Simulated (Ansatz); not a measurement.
# Al3GaN4 (P-43m), random displacements

The calculation used DFT PBEsol, scalar-relativistic, plane waves, PAW in Ansatz 0.2.0. Cutoff 420 eV, Γ-centred 6×6×6 k-points, Gaussian smearing of 0.05 eV. No spin polarisation. Energies are free energies at this smearing, counted from the undisturbed cell; pressure is positive in compression.

Zero of the scan (as given, not relaxed at this level, and it needn't be the usual structure):

```xyz
8
Lattice="4.4014 0.0000 0.0000 0.0000 4.4014 0.0000 0.0000 0.0000 4.4014" Properties=species:S:1:pos:R:3 pbc="T T T"
Al    2.2007    2.2007    0.0000
Al    2.2007    0.0000    2.2007
Al    0.0000    2.2007    2.2007
Ga    0.0000    0.0000    0.0000
N     3.2754    3.2754    1.1260
N     3.2754    1.1260    3.2754
N     1.1260    3.2754    3.2754
N     1.1260    1.1260    1.1260
```

After a displacement of all atoms with no net shift and a strain of the cell, the run gives ΔE = 108.6 meV/atom; stress (xx, yy, zz, yz, xz, xy; compression positive) (3.24, 0.12, 5.61, -4.95, -5.16, 2.20) GPa; gap on the mesh 2.15 eV.

| atom | Fx (eV/Å) | Fy | Fz |
| --- | --- | --- | --- |
| Al1 | -0.909 | -0.695 | -1.141 |
| Al2 | -1.576 | 2.576 | 1.017 |
| Al3 | 1.079 | 0.268 | -0.635 |
| Ga4 | 1.524 | 2.792 | -0.925 |
| N5 | -0.161 | -0.630 | 1.107 |
| N6 | 0.114 | -2.487 | 1.019 |
| N7 | 1.238 | -0.257 | -0.273 |
| N8 | -1.309 | -1.566 | -0.168 |

(1) Which displacements (Å, in the unstrained cell) and strain were applied?

## Answers

(1)
```
atom ux uy uz
 Al1   0.02   0.04   0.04
 Al2   0.07  -0.13  -0.03
 Al3   0.01  -0.04   0.03
 Ga4  -0.06  -0.06   0.02
  N5   0.03  -0.01  -0.05
  N6  -0.06   0.12  -0.06
  N7  -0.09   0.03   0.02
  N8   0.09   0.05   0.04
```
Strain (Voigt, engineering shear): (0.0016, 0.0094, -0.0103, 0.0299, -0.0037, 0.0091).

Cost: 1 run of about 0.35 core-minutes, on Intel Xeon Platinum 8375C (Ice Lake) (shared hosts).